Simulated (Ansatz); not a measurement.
Nb$_{2}$Pd$_{3}$Se$_{8}$:
```xyz
26
Lattice="11.0272 0.0000 0.0000 0.0000 15.3796 0.0000 0.0000 0.0000 3.5919" Properties=species:S:1:pos:R:3 pbc="T T T"
Nb     8.8198    13.4988     1.7959
Nb     2.2074     1.8808     1.7959
Nb     3.3062     9.5707     1.7959
Nb     7.7210     5.8090     1.7959
Pd     0.0000     0.0000     0.0000
Pd     5.5136     7.6898     0.0000
Pd     7.0525    11.9608     0.0000
Pd     3.9747     3.4189     0.0000
Pd     1.5389    11.1087     0.0000
Pd     9.4883     4.2709     0.0000
Se     8.5709     0.0190     0.0000
Se     2.4562    15.3606     0.0000
Se     3.0573     7.6708     0.0000
Se     7.9698     7.7089     0.0000
Se    10.6769    12.9609     0.0000
Se     0.3502     2.4188     0.0000
Se     5.1634    10.1086     0.0000
Se     5.8638     5.2710     0.0000
Se     8.4420    10.9682     1.7959
Se     2.5851     4.4114     1.7959
Se     2.9284    12.1012     1.7959
Se     8.0987     3.2784     1.7959
Se     6.2526    13.4687     1.7959
Se     4.7745     1.9110     1.7959
Se     0.7391     9.6008     1.7959
Se    10.2881     5.7789     1.7959
```

This is the r²SCAN-relaxed structure. x, y and z are the axes in which the lattice vectors are written.

**Question.** All from r²SCAN in the plane-wave PAW code Ansatz, unless another level is named. Estimate the smallest direct gap on the standard path.

**Answer.** 0.77 eV.

**Question.** Predict the band gap.

**Answer.** 0.70 eV (indirect).

**Question.** Next, the valence-band maximum?

**Answer.** on the Y–Γ line, 12 % of the way from Y (k = 0.000, 0.438, 0.000 in fractions of the reciprocal vectors).

Space group Pbam. The first step of the workflow began from a Materials Project structure, measured or hypothetical; the Crystallography Open Database copy checked does not list it. Whether it is the stable phase at ambient conditions was not checked. The r²SCAN relaxation kept the symmetry of its start; its stability against distortions is not shown here. No spin polarisation was allowed. Scalar-relativistic: spin–orbit coupling is off unless named, which matters more the heavier the elements.

Potentials: the later of the program's two PAW sets.
